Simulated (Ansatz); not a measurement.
Ansatz input

```yaml
crystal:
  lattice:
    - [-1.5951996259, 1.5951996259, 1.5951996259]
    - [1.5951996259, -1.5951996259, 1.5951996259]
    - [1.5951996259, 1.5951996259, -1.5951996259]
  atoms:
    - { symbol: Al, position: [0.0, 0.0, 0.0] }
hamiltonian:
  xc: lda
  pseudopotentials:
    kind: paw_fr
    azcp:
      Al: "pseudopotentials/Al.paw.azcp"
basis:
  ecutwfc: 420
  fft_grid_basis: typed
kpoints:
  mp_grid: { grid: [14, 14, 14], shift: [0, 0, 0] }
magnetization:
  noncollinear: true
  spin_orbit: true
scf:
  occupations: { method: fermi_dirac, width: 0.1 }
```

and its output:

```
Warning: the record states the generating functional pbe (its physics header spells it `PBE`), which answers neither for hamiltonian.xc's functional nor for the lda family's — results may be inconsistent (PPs are generated against a specific XC)
Engine: ansatz 0.2.0, aarch64-unknown-linux-gnu
Pseudopotentials: kind: paw_fr
Pseudopotential: Al, paw_fr, valence charge 3, recommended cutoff 420 eV (normal) 
Functional definition: SPW92
  exchange = slater_x
  correlation = pw_c
non-collinear run that drives no moment, with spin-orbit: no starting moment large enough to seed its density (crystal.atoms[].spin), no starting occupations that ask for one, no magnetisation constraint and no magnetic field, so the semilocal B_xc is pinned to zero
Crystal: 1 atoms, lattice volume = 16.237 Å³
Basis set: ecut = 420 eV, 321 PW (Γ)
Bands: 12, of which v1, the nominal top of the filled ones, is band 3 counted from 1 (2 counted from 0)
Symmetry: 48 space group operations + 48 with time reversal
Magnetic group: BNS 229.141 (UNI 1643), of the structure as read, at distance tolerance 2.5e-5 Å
k-points: 104 of 2744
Projection manifold: j_resolved (fully-relativistic pseudo-atomic orbitals)
Non-local potential: Al, projectors of the file, l = 0: 2, l = 1: 4, l = 2: 2
PAW form: soft (Blöchl's): semilocal exchange-correlation on the pseudo side does not see the compensation charge
PAW frozen core: Al, regenerated for the run's functional, and the local potential with it (the file was generated under x = pbe(κ = 0.804, μ = 0.2195149727645171), c = pbe(β = 0.06672455060314922))
PAW one-centre angular grid: Al, 110 points (default); XC on 64 Gauss nodes
Initial density: superposition of atomic densities (chi_scale 0.1, normalization cell)
Initial wavefunctions: pseudopotential atomic-orbital guess
Functional: x = slater, c = lda
SCF iter   1: F=—  HF=-512.838441 eV  |F-HF|=—  |Δ(HF+E_count)|=         —  Δρ=1.91e-2  dr2=6.67e-2  dr2_m=0.00e0 (ungated)  ethr=3.10e-3  |M|=0.00e0 ∫|m|=0.00e0 μB  |m|>n=0.0e0 m-floor=0.0e0 τ_xc=0.0e0  β_m=0.30  ⟨swp⟩=5.7  Hψ=6005  notcnv=0  defer=26
SCF iter   2: F=—  HF=-512.812499 eV  |F-HF|=—  |Δ(HF+E_count)|=   2.59e-2  Δρ=1.30e-2  dr2=3.07e-2  dr2_m=0.00e0 (ungated)  ethr=2.22e-3  |M|=0.00e0 ∫|m|=0.00e0 μB  |m|>n=0.0e0 m-floor=0.0e0 τ_xc=0.0e0  β_m=0.62  ⟨swp⟩=1.0  Hψ=1046  notcnv=0  defer=28
SCF iter   3: F=—  HF=-512.789884 eV  |F-HF|=—  |Δ(HF+E_count)|=   2.26e-2  Δρ=2.84e-4  dr2=8.52e-6  dr2_m=0.00e0 (ungated)  ethr=1.02e-3  |M|=0.00e0 ∫|m|=0.00e0 μB  |m|>n=0.0e0 m-floor=0.0e0 τ_xc=0.0e0  β_m=0.80  ⟨swp⟩=1.9  Hψ=662  notcnv=0  defer=66
SCF iter   4: F=—  HF=-512.789879 eV  |F-HF|=—  |Δ(HF+E_count)|=   4.56e-6  Δρ=5.69e-5  dr2=3.11e-7  dr2_m=0.00e0 (ungated)  ethr=3.33e-9  |M|=0.00e0 ∫|m|=0.00e0 μB  |m|>n=0.0e0 m-floor=0.0e0 τ_xc=0.0e0  β_m=0.89  ⟨swp⟩=3.0  Hψ=1146  notcnv=0
SCF iter   5: F=-512.789879 eV  HF=-512.789879 eV  |F-HF|=6.19e-10  |Δ(HF+E_count)|=   2.54e-7  Δρ=2.50e-6  dr2=9.50e-10  dr2_m=0.00e0 (ungated)  ethr=3.33e-9  |M|=0.00e0 ∫|m|=0.00e0 μB  |m|>n=0.0e0 m-floor=0.0e0 τ_xc=0.0e0  ⟨swp⟩=2.0  Hψ=983  notcnv=0
SCF 1 converged in 5 iterations: F = -512.789879 eV  dr2 = 9.50e-10
SCF converged after 5 iterations
Magnetization: |M| = 0.0000 μB,  M = (+0.0000, +0.0000, +0.0000) μB
Absolute magnetization: 0.0000 μB (∫|m|)
  site 0: m = (+0.0000, +0.0000, +0.0000) μB, |m| = 0.0000 μB  (R = 1.14 Å)
Free energy (F): -512.789879 eV
Harris-Foulkes:  -512.789879 eV  (|F-HF|=6.19e-10)
Internal energy: -512.777206 eV  (E = F + TS)
E sigma→0 (E₀):  -512.783543 eV
Entropy (-TS):   -0.012673 eV (-12.673 meV/atom)
Fermi energy:    7.907808 eV
--- Per-component energies (eV) ---
  E_band       = 10.438856
  E_kinetic    = 23.011344
  E_local      = 9.527470  (includes V_loc(G=0)·N_el)
  E_nonlocal   = 11.198640
  E_hartree    = 0.063959
  E_xc         = -39.435884
  E_vxc        = -29.410014  (∫ρ·V_xc dr)
  E_paw        = -443.284058  (= ΣΔE_a)
  E_vpaw       = -4.016514  (= ΣTr[D̂ρ^β])
  E_aug_tail   = -0.000004  (compensation charges beyond the density's cutoff)
  E_ewald      = -73.914424
  E_core_change = 0.055751  (= ΣΔE_core)
  E_smearing   = -0.012673  (= −TS)
  E_closure    = -0.000000  (closes the sum)
  Σ components = -512.789879   (vs F -512.789879, Δ=0.00e0)
```
